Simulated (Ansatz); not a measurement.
Cell and atoms are relaxed with the symmetry kept. Start:

```
Ge Sb Te
1.0
     4.26383    0.00000    0.00000
    -2.13191    3.69258    0.00000
     0.00000    0.00000   18.06574
Ge Sb Te
2 2 5
Direct
  0.00000 0.00000 0.33208
  0.00000 0.00000 0.66792
  0.33333 0.66667 0.11226
  0.66667 0.33333 0.88774
  0.00000 0.00000 0.00000
  0.33333 0.66667 0.79107
  0.66667 0.33333 0.20893
  0.33333 0.66667 0.41040
  0.66667 0.33333 0.58960
```

The calculation used Ansatz 0.2.0, DFT PBE+D3(BJ), scalar-relativistic, plane waves, PAW.

Settings: cutoff 420 eV, Γ-centred mesh 12×12×2 on the computed 9-atom cell, Gaussian smearing of 0.10 eV; no spin polarisation.

**Question.** What does it relax to?

**Answer.** The volume falls by 1.53 Å³/atom to 30.07 Å³/atom, and the energy falls by 11.1 meV/atom. Final structure:
```cif
data_structure
_symmetry_space_group_name_H-M 'P-3m1'
_symmetry_Int_Tables_number 164
_cell_length_a 4.2313
_cell_length_b 4.2313
_cell_length_c 17.4561
_cell_angle_alpha 90.000
_cell_angle_beta 90.000
_cell_angle_gamma 120.000
_cell_volume 270.66
loop_
_atom_site_label
_atom_site_type_symbol
_atom_site_symmetry_multiplicity
_atom_site_Wyckoff_symbol
_atom_site_fract_x
_atom_site_fract_y
_atom_site_fract_z
_atom_site_occupancy
Ge1 Ge 2 c 0.00000 0.00000 0.34101 1
Sb1 Sb 2 d 0.33333 0.66667 0.11353 1
Te1 Te 1 a 0.00000 0.00000 0.00000 1
Te2 Te 2 d 0.33333 0.66667 0.78752 1
Te3 Te 2 d 0.33333 0.66667 0.42297 1
```

An atom lies near a switch of its D3 coefficient C6 between reference coordination numbers, so the dispersion energy changes steeply there and can make or shift the minimum.

Cost: 1 run of about 8.3 core-minutes, on Arm Neoverse V1 (shared hosts).